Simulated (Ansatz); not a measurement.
## Sb: relaxation (Ansatz)

The command:

```bash
ansatz run input.yaml --threads 2 --pin off --max-ram 3584MiB --backend cpu --events-out ev --progress --plain --runs-dir out
```

The input file (Ansatz 0.2.0, plane waves):

```yaml
crystal:
  lattice:
    - [0.0, 2.30796881, 2.30796881]
    - [2.30796881, 0.0, 2.30796881]
    - [2.30796881, 2.30796881, 0.0]
  atoms:
    - { symbol: Sb, position: [0.0, 0.0, 0.0] }
  symmetry: { tolerance: 0.0003 }
kpoints:
  mp_grid: { grid: [13, 13, 13], shift: [0, 0, 0] }
magnetization:
  spin_polarized: false
scf:
  occupations: { method: fermi_dirac, width: 0.0469 }
  lower_state_search: "off"
hamiltonian:
  pseudopotentials: { kind: paw }
  xc: r2scan
basis:
  ecutwfc: 500
  fft_grid_basis: typed
relax:
  max_steps: 40
  cell: { p_target: 0.0 }
  f_tol: 0.03
output:
  forces: true
  stress: true
  eigenvalues: true
  bader: true
  populations: true
  elf: true
  write_potential: true
  volumetric_format: npy
  dos:
    e_range: [-12, 8]
    de: 0.05
    projected: { site_lists: { Sb: [Sb] } }
  write_density: true
checkpoint:
  read: saved_state
```

Origin of the cell: a database entry, scaled a little.

The saved state is a converged single point of the same cell.

Steps («new basis» is an SCF on plane waves selected anew at the same cell):

```csv
step,ΔF (meV/atom),max force component (eV/Å),P (GPa),volume (Å³),SCF iterations,step was
1,0.0,0.000,7.41,24.59,4,accepted
2,-45.1,0.000,-2.32,28.36,5,accepted
3,-53.8,0.000,-0.38,27.36,6,accepted
4,-54.0,0.000,0.03,27.17,3,accepted
5,-54.3,0.000,0.03,27.17,5,new basis
```

The starting structure.

Space group Fm-3m (No. 225); the run's cell has a = 3.264 Å, b = 3.264 Å, c = 3.264 Å, α = 60.00°, β = 60.00°, γ = 60.00°. Shortest distances: Sb–Sb 3.26 Å.

The relaxed structure.

Space group Fm-3m (No. 225); the run's cell has a = 3.375 Å, b = 3.375 Å, c = 3.375 Å, α = 60.00°, β = 60.00°, γ = 60.00°. Shortest distances: Sb–Sb 3.37 Å.

```
CELL_PARAMETERS angstrom
0.00000 2.38613 2.38613
2.38613 0.00000 2.38613
2.38613 2.38613 0.00000
ATOMIC_POSITIONS crystal
Sb 0.00000 0.00000 0.00000
```

- Free energy lowered by: 54.3 meV/atom
- Volume change: 10.51 %
- Final pressure: 0.03 GPa
- Relaxation steps listed: 5

Caveats: no moments, though an odd count or open d shells may carry them; no spin-orbit coupling, though heavy elements are present; the relaxation held the start's symmetry, so the end may be a saddle point.

The run took 16 s on 2 threads of Arm Neoverse V1, with other jobs on the host, peak memory 0.4 GiB, from a saved density.
